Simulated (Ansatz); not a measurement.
BeSe:
```yaml
crystal:
  lattice:
    - [0.00000, 2.56446, 2.56446]
    - [2.56446, 0.00000, 2.56446]
    - [2.56446, 2.56446, 0.00000]
  atoms:
    - { symbol: Se, position: [0.75000, 0.75000, 0.75000] }
    - { symbol: Be, position: [0.00000, 0.00000, 0.00000] }
```

Relaxed with PBEsol. Special points in fractions of this cell's reciprocal vectors: Γ (0.000, 0.000, 0.000); X (0.500, 0.000, 0.500); U (0.625, 0.250, 0.625); K (0.375, 0.375, 0.750); L (0.500, 0.500, 0.500); W (0.500, 0.250, 0.750).

List the band energies nearest the valence-band maximum at these points for PBEsol with spin–orbit coupling in the plane-wave PAW code Ansatz.

In eV from the valence-band maximum; about four levels below and three above (degenerate sets whole), none deeper than 8.9 eV; points with the same levels are listed once.

```csv
k,below,above
Γ,0.00 0.00 0.00 0.00,4.14 4.14 4.83 4.83
X,-2.94 -2.94 -2.75 -2.75,2.32 2.32 3.98 3.98
U,-4.31 -4.20 -2.40 -2.40,3.48 3.50 6.60
L,-1.36 -1.36 -1.11 -1.11,4.15 4.15 5.77 5.77
W,-4.15 -3.95 -3.51 -3.50,5.88 5.88 6.95 6.95
```

Space group F-43m (zinc blende). The cell was relaxed with PBEsol under the symmetry of its start.

Potentials: the later of the program's two PAW sets.
